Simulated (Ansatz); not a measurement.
The elements of this relaxed trial crystal are hidden behind letters.

```
lattice vectors (Å)
   3.3432    0.0000    0.0000
   0.0000    3.3432    0.0000
   0.0000    0.0000   14.0240
fractional positions
X 0.5000 0.5000 0.5000
Z 0.0000 0.0000 0.0000
Z 0.5000 0.5000 0.1723
Z 0.0000 0.0000 0.3410
Z 0.0000 0.0000 0.6590
Z 0.5000 0.5000 0.8277
Q 0.0000 0.0000 0.1710
Q 0.5000 0.5000 0.3479
Q 0.0000 0.0000 0.5000
Q 0.5000 0.5000 0.6521
Q 0.0000 0.0000 0.8290
Q 0.5000 0.5000 0.0000
```

Level of theory: Ansatz 0.2.0, DFT PBE, scalar-relativistic, plane waves, PAW. Cutoff 420 eV, Γ-centred 12×12×4 mesh (12-atom cell), Gaussian smearing of 0.10 eV, no spin polarisation.

| Item | Value |
| --- | --- |
| Space group | P4/mmm (No. 123) |
| Conventional cell | a = 3.343 Å, c = 14.024 Å |
| Volume per atom | 13.06 Å³ |
| Density | 7.66 g/cm³ |
| Formation energy | −1.02 eV/atom |
| Gap on the 12×12×4 mesh of the 12-atom cell | 0 eV (a metal) |

Energies are uncorrected and count from the elements' standard states at the same level.

Q: X is a d-block element of period 4, Z is a d-block element of period 5 and Q is a p-block element of period 2. Which elements are they?

A: X = Zn, Z = Cd, Q = O, so the formula is ZnCd5O6. Density times volume gives a mean mass of 7.66 × 13.06/1.6605 = 60.2 u per atom, and this set has 60.3 u. Zn is surrounded by 2 O at 2.13 Å and 4 O at 2.36 Å; Cd on a site of symmetry 4/mmm has 6 O at 2.36–2.40 Å; O on a site of symmetry 4mm has 6 Cd at 2.36–2.40 Å; 5 more sites not described. Other sets within the hints have nearly the same mass, so mass alone doesn't settle it; this one was computed.

The zero gap may come from the functional, which often closes small gaps. A later test with randomly moved atoms led to a structure 8 meV/atom lower, so this end is a saddle point or a shallow minimum.
